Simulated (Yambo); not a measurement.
G0W0@PBEsol for GeSe (space group Pnma, No. 62) in Yambo (1×4×2 mesh, 7 Ry block, plasmon pole, screening fixed), without a terminator:

```tsv
bands N in G	gap Γ → Γ (eV)	shift of the valence edge (eV)
135	1.495	-0.364
211	1.517	-0.644
312	1.534	-0.770
```

### Question
Extrapolate both columns to infinite N with E(N) = E∞ + A/N, test the form, and compare with the terminator.

### Answer
From two points, E∞ = (N2 E2 − N1 E1)/(N2 − N1). The two largest N give 1.57 eV for the gap and -1.03 eV for the shift; the two smallest give 1.56 eV and -1.14 eV. For the gap the slopes A are -8.2 and -11 eV: the form isn't reached, and its limit is uncertain. For the shift the slopes A are 100 and 82 eV: the form isn't reached, and its limit is uncertain. With the Bruneval-Gonze terminator and 312 bands the run gives 1.55 eV and -0.86 eV, 0.02 eV and 0.18 eV from the extrapolated values: the terminator too is an estimate of the remainder. Block, mesh and the bands in W are held fixed.

The standard potentials for Ge, Se keep a d shell in the valence without the s and p states of that shell. In tests on such compounds this moved G0W0 gaps by up to about 0.9 eV, so absolute quasiparticle energies here are unreliable; differences between settings are what counts.

Spin-orbit coupling is not included.

Geometry relaxed with PBE+D3(BJ); primitive cell a = 11.0345 Å, b = 3.9046 Å, c = 4.3733 Å, α = β = γ = 90.00°.

A shift is the quasiparticle energy of the state minus its PBEsol energy.
